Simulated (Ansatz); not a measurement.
KMnAg3C6N6, one structure, two calculations

Cell: a refined structure from the COD, ions relaxed with PBE at fixed cell.

Space group P312 (No. 149); a = 6.9219, c = 8.1465 Å, γ = 120.00°.

```
site  Wyckoff  site symmetry       x       y       z
   K       1e            3.2  0.6667  0.3333  0.0000
  Mn       1a            3.2  0.0000  0.0000  0.0000
  Ag       3k            ..2  0.4922  0.9843  0.5000
   C       6l              1  0.3419  0.9934  0.2860
   N       6l              1  0.2569  0.0039  0.1649
```

One atom of each set is listed.

First run. Level of theory: DFT, PBE, plane waves and PAW, scalar-relativistic, collinear spin, 420 eV cutoff, Γ-centred 6×6×4 k-points, Fermi–Dirac smearing 0.05 eV (Ansatz 0.2.0). Start moments as typed (μB): 4 on each Mn, none on the rest.

| site | V_zz (10²¹ V/m²) | η | m (μB) |
| --- | --- | --- | --- |
| K | 0.74 | 0.00 | 0.00 |
| Mn | -0.24 | 0.00 | 4.14 |
| Ag | -28.6 | 0.04 | 0.01 |
| C | -5.70 | 0.05 | 0.01 |
| N | -6.43 | 0.05 | 0.01 |

Second run. The same atoms and settings, except that the cutoff is 300 eV.

Q: What does the second run give?

A: 

| site | V_zz | η | change of V_zz | m (μB) |
| --- | --- | --- | --- | --- |
| K | 0.74 | 0.00 | 0.00 | 0.00 |
| Mn | -0.20 | 0.00 | +0.04 | 4.15 |
| Ag | -28.2 | 0.04 | +0.40 | 0.01 |
| C | -5.27 | 0.05 | +0.43 | 0.01 |
| N | -5.89 | 0.05 | +0.54 | 0.01 |

The largest change of V_zz is on N, from -6.43 to -5.89. In per cent, |V_zz| changes by -1 on K, -1 on Ag, -8 on C, -8 on N (all sites that start above 0.5).

Without spin–orbit coupling (the program notes it for Ag) the gradients are little affected as a rule: paired runs on crystals with a gap mostly move them by under 2 % at such atoms. The database entry as given showed forces above 3 eV/Å or a pressure above 30 GPa, though relaxing it moves no atom far. All moments are parallel here, as the start or the cell imposes; many such compounds order antiparallel, where fields and spin densities carried over to other atoms largely cancel. The magnetic order is the one that the run reached from its start moments, not necessarily the measured one.
